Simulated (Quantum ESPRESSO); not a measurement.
# Where does O sit best among Se sites?

These are calculations, not measurements. They come from pw.x of Quantum ESPRESSO 7.5, a plane-wave density functional program, with PseudoDojo standard norm-conserving files (v0.5 for PBE, v0.4.1 for LDA and PBEsol). The cells are made up: elements, strain and atom displacements were drawn at random, and nothing was relaxed. There is no spin polarisation, spin-orbit coupling or dispersion term.

The cell has 8 sites of a wurtzite lattice (rectangular cell). Sites 1 to 4 hold Zn Zn Zn Zn; sites 5 to 8 hold X X X X. Cell vectors in Å: (4.031, 0.000, 0.000); (0.000, 6.981, 0.000); (0.000, 0.000, 6.582). Settings: PBE, cutoff 1170 eV, 4 x 4 x 4 k mesh shifted by half a step, Fermi-Dirac smearing of 0.025 eV.

In each run one of the sites marked X holds O and the others hold Se; cell and positions stay the same. E is the free energy of the cell.

| site of the guest | first shell | mean distance (Å) | E above the lowest (eV) | P (GPa) | force on the guest (eV/Å) |
| --- | --- | --- | --- | --- | --- |
| 5 | Zn4 | 2.500 | 0.603 | -3.04 | 0.599 |
| 6 | Zn4 | 2.522 | 0.551 | -3.04 | 0.785 |
| 7 | Zn4 | 2.470 | 0.451 | -3.38 | 0.383 |
| 8 | Zn4 | 2.413 | 0.000 | -4.23 | 0.393 |

A rerun of one of these cells at 1467 eV and k mesh 6 x 6 x 6 moved values by no more than 0.030 eV in the cell's energy, 0.21 GPa in stress and 0.006 eV/Å in force.

## Reading the table

Site 8 is lowest, by 0.451 eV, over three times the rerun's bound. A straight line of energy against the mean distance has a slope of 5.5 ± 1.4 eV/Å, so the guest costs less on the tighter sites. The positions are random and not relaxed, so the differences hold for this frozen cell and are not site preferences of a real crystal.